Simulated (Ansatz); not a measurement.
According to DFT-PBEsol in the program Ansatz with PAW potentials, BAs in the hexagonal phase (P6_222; B on 3d, As on 3c) relaxes to a = 3.429 Å, c = 7.403 Å. Its formation energy from the elements is 0.38 eV/atom, with no fitted shifts.

It is gapped at this level: 0.31 eV (indirect). The valence maximum lies at Γ and the conduction minimum at M (3 equivalent valleys). HSE06 on the same cell gives 0.90 eV. Gap from PBEsol with spin–orbit coupling: 0.31 eV. The electron mass is 0.19, 0.32, 0.32 mₑ (principal values). The hole mass is 0.20, 0.41, 0.41 mₑ (principal values).

An equation-of-state fit gives a bulk modulus of 147 GPa. The relaxed-ion elastic constants in GPa are C11 = 335, C12 = 39.8, C13 = 65.6, C33 = 313, C44 = 169. The elastic constants imply a Debye temperature near 722 K. Perturbation theory gives ε∞ = 15.1 (xx = yy), 17.3 (zz). Letting the ions move raises it to ε0 = 15.4 (xx = yy), 17.3 (zz). Born charges are B -0.25, As +0.25 e. Without the LO–TO term the highest mode at Γ lies at 664 cm⁻¹.

The start of the workflow was typed in or built on a structure type; neither database checked (COD, Materials Project) lists it. It is not the phase usual at ambient conditions (space group No. 216). The cell was relaxed with PBEsol under the symmetry of its start; its stability against distortions is not shown here. Its formation energy is positive at this level, so the cell may be metastable or incomplete. The references are the lowest solids computed at this level, not always the standard phases. Spin–orbit coupling is left out wherever it is not named.

Potentials: the earlier of the program's two PAW sets. The files were generated under PBE; for other functionals the program regenerates the frozen cores, and for LDA and PBEsol the local potential too.
